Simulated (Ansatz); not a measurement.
A geometry of Al$_{2}$Cu away from equilibrium: step 2 of the relaxation of a relaxed Al2Cu cell stretched uniformly to 115 % of its volume. Computed with PBE (plane waves to 420 eV, PAW, scalar-relativistic; Ansatz, a program for electronic structure). Γ-centred k-mesh 8×8×8 on the run's cell (coarser than for final values), Fermi–Dirac smearing 0.05 eV. The plane waves were selected for a different cell earlier on the path.

```
CELL_PARAMETERS angstrom
     -3.01935     3.01935     2.43570
      3.01935    -3.01935     2.43570
      3.01935     3.01935    -2.43570
ATOMIC_POSITIONS crystal
  Al 0.65405 0.15405 0.80810
  Al 0.84595 0.65405 0.50000
  Al 0.15405 0.34595 0.50000
  Al 0.34595 0.84595 0.19190
  Cu 0.25000 0.25000 0.00000
  Cu 0.75000 0.75000 0.00000
```

Task: Give the Cartesian forces on all atoms (eV/Å).

Result: 
```
atom     Fx     Fy    Fz
----  -----  -----  ----
Al1    0.22   0.22  0.00
Al2    0.22  -0.22  0.00
Al3   -0.22   0.22  0.00
Al4   -0.22  -0.22  0.00
Cu5    0.00   0.00  0.00
Cu6    0.00   0.00  0.00
```

The path ends in I4/mcm (No. 140) (AFLOW prototype A2B_tI12_140_h_a (C16, as in Al2Cu)). No spin polarisation in the result.

The run could not lose the symmetry of its start.
